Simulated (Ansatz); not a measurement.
**Ga2O3 (corundum) under strain**

Ga2O3 built on the corundum prototype, relaxed with r2SCAN in Ansatz 0.2.0. Space group R-3c (No. 167), trigonal; conventional cell a = 4.985 Å, c = 13.442 Å, 9.64 Å³ an atom. Around Ga lie 6 O at 1.93–2.07 Å; around O lie 4 Ga at 1.93–2.07 Å.

The axes x, y and z are those of this cell:
```yaml
crystal:
  lattice:
    - [2.49226, 1.43891, 4.48064]
    - [-2.49226, 1.43891, 4.48064]
    - [0.00000, -2.87781, 4.48064]
  atoms:
    - { symbol: Ga, position: [0.85543, 0.85543, 0.85543] }
    - { symbol: Ga, position: [0.35543, 0.35543, 0.35543] }
    - { symbol: Ga, position: [0.14457, 0.14457, 0.14457] }
    - { symbol: Ga, position: [0.64457, 0.64457, 0.64457] }
    - { symbol: O, position: [0.44637, 0.05363, 0.75000] }
    - { symbol: O, position: [0.05363, 0.75000, 0.44637] }
    - { symbol: O, position: [0.55363, 0.94637, 0.25000] }
    - { symbol: O, position: [0.25000, 0.55363, 0.94637] }
    - { symbol: O, position: [0.94637, 0.25000, 0.55363] }
    - { symbol: O, position: [0.75000, 0.44637, 0.05363] }
```

Unstrained: PBE gives an indirect gap of 2.854 eV, from Γ–S₀ (0.45 of the way from Γ) to Γ; the least direct gap is 3.106 eV at Γ. r2SCAN gives an indirect gap of 3.551 eV, from Γ–S₀ (0.45 of the way from Γ) to Γ; the least direct gap is 3.806 eV at Γ. The HSE06 gap is indirect, 4.622 eV (Γ–S₀ (0.45 of the way from Γ) to Γ), below the direct gap of 4.870 eV at Γ. Meshes: PBE 6×6×6, r2SCAN 6×6×6, HSE06 4×4×4. Strains are changes of length per length. After each strain the atoms were relaxed again with r2SCAN within the symmetry that the strain leaves, so tilts or polar shifts that break it weren't tested; points keep the names that they have in the unstrained zone. The values are computed, spin-unpolarised, and not measurements.

Changes of the least gap in eV (an overlap counts as a negative gap):

| strain | volume change (%) | space group | PBE | r2SCAN | HSE06 | energy rise, r2SCAN (meV/atom) |
| --- | --- | --- | --- | --- | --- | --- |
| uniaxial -3.0 % along z | -3.0 | R-3c | +0.248 | +0.256 | +0.276 | 10.5 |
| uniaxial -2.0 % along z | -2.0 | R-3c | +0.174 | +0.181 | +0.194 | 4.6 |
| uniaxial -1.0 % along z | -1.0 | R-3c | +0.092 | +0.095 | +0.102 | 1.1 |
| uniaxial +1.0 % along z | +1.0 | R-3c | -0.099 | -0.103 | -0.110 | 1.1 |
| uniaxial +2.0 % along z | +2.0 | R-3c | -0.205 | -0.212 | -0.227 | 4.5 |
| uniaxial +3.0 % along z | +3.0 | R-3c | -0.316 | -0.328 | -0.350 | 9.9 |

Uniaxial -3.0 % along z, other directions held. HSE06: the gap goes from 4.622 to 4.898 eV (+0.276 eV); the edges go from Γ–S₀ (0.45) → Γ to Γ–S₀ (0.44) → Γ. Stress change with r2SCAN, compression positive: xx +4.60, yy +4.60, zz +11.84 GPa.

Uniaxial -2.0 % along z, other directions held. HSE06: the gap goes from 4.622 to 4.816 eV (+0.194 eV); the edges go from Γ–S₀ (0.45) → Γ to (0, 0.161, -1/6) → Γ. Stress change with r2SCAN, compression positive: xx +2.95, yy +2.95, zz +7.78 GPa.

Uniaxial -1.0 % along z, other directions held. HSE06: the gap goes from 4.622 to 4.724 eV (+0.102 eV). Stress change with r2SCAN, compression positive: xx +1.42, yy +1.42, zz +3.84 GPa.

Uniaxial +1.0 % along z, other directions held. HSE06: the gap goes from 4.622 to 4.512 eV (-0.110 eV). Stress change with r2SCAN, compression positive: xx -1.33, yy -1.33, zz -3.70 GPa.

Uniaxial +2.0 % along z, other directions held. HSE06: the gap goes from 4.622 to 4.395 eV (-0.227 eV); the edges go from Γ–S₀ (0.45) → Γ to Γ–S₀ (0.44) → Γ. Stress change with r2SCAN, compression positive: xx -2.55, yy -2.55, zz -7.30 GPa.

Uniaxial +3.0 % along z, other directions held. HSE06: the gap goes from 4.622 to 4.272 eV (-0.350 eV); the edges go from Γ–S₀ (0.45) → Γ to Γ–S₀ (0.44) → Γ. Stress change with r2SCAN, compression positive: xx -3.67, yy -3.67, zz -10.79 GPa.

Where an edge lies off the special points, it is a point of the mesh or the k point where a search put PBE's edge or least direct gap, reused for the other functionals, whose own edges may lie a little apart.

The meshes of the hybrids are coarse, so their gaps aren't converged to the digits shown.
